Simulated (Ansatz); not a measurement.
Ni$_{2}$H: constraining the magnetisation

We look at Ni$_{2}$H: the coordinates of a database entry, unrelaxed (space group P3m1), with 3 atoms per cell. Forces or pressure are large there, so the entry is far from the computed equilibrium and may be faulty or of a sample under other conditions. Source: COD entry 1530161; the sample's temperature and pressure aren't taken into account, and it need not be the stable phase.

```xyz
3
Lattice="2.6430 0.0000 0.0000 -1.3215 2.2889 0.0000 0.0000 0.0000 4.3080" Properties=species:S:1:pos:R:3 pbc="T T T"
Ni    0.0000    1.5259    1.1244
Ni    1.3215    0.7630    3.4292
H     0.0000    0.0000    0.1206
```

Numbers behind element symbols give the atom's place in this list.

All numbers below come from DFT, PBEsol, PAW, plane waves, scalar-relativistic in Ansatz.

```json
{"Plane-wave cutoff": "420 eV", "k-point mesh": "12×12×6 (Γ-centred)", "Occupations": "Fermi–Dirac smearing, 0.05 eV", "Valence electrons": "37"}
```

Moments by site are taken inside atomic spheres; the rest lies between them.

A small moment in a metal is sensitive to the mesh and the smearing.

The total moment of the cell is held fixed (separate Fermi levels for the two spins), shared at the start among the Ni atoms with one sign; no search for lower states follows. F is the free energy per cell, and F(lowest) that of the lowest run, the runs with a free moment included. A row is the solution that its start led to, not a proven minimum at that M. The run at M = 0 starts without moments and gives the spin-unpolarised solution; a state with cancelling moments wasn't tried, and may lie lower. The program warns that the SCF threshold is loose for stress, so pressures can be off by 0.1 GPa or more.

The run at M = 1.20 μB took 8.4 s on 2 threads of Arm Neoverse V1, on a shared host, peak memory 0.38 GiB.

```
fixed M (μB/cell)  F − F(lowest) (meV/cell)  moments of Ni1 Ni2 (μB)  pressure (GPa)
             0.00                         7                0.00 0.00           -17.3
             0.30                         4                0.16 0.15           -17.3
             0.60                         1                0.30 0.30           -17.0
             0.90                        21                0.45 0.44           -16.4
             1.20                        62                0.58 0.58           -15.6
             1.50                       147                0.71 0.71           -14.5
             1.80                       288                0.83 0.83           -13.2
             2.10                       496                0.94 0.94           -11.7
             2.40                       788                1.04 1.04            -9.6
```

The lowest fixed-moment run is the one at M = 0.60 μB (1 meV). With the constraint released: “parallel moments scaled by 0.1, free total moment [Ni1 0.20, Ni2 0.20 μB]” ends at 0.52 μB, 0 meV; “parallel moments, free total moment [Ni1 2.00, Ni2 2.00 μB]” ends at 0.52 μB, 0 meV. No free run was started from opposed moments.
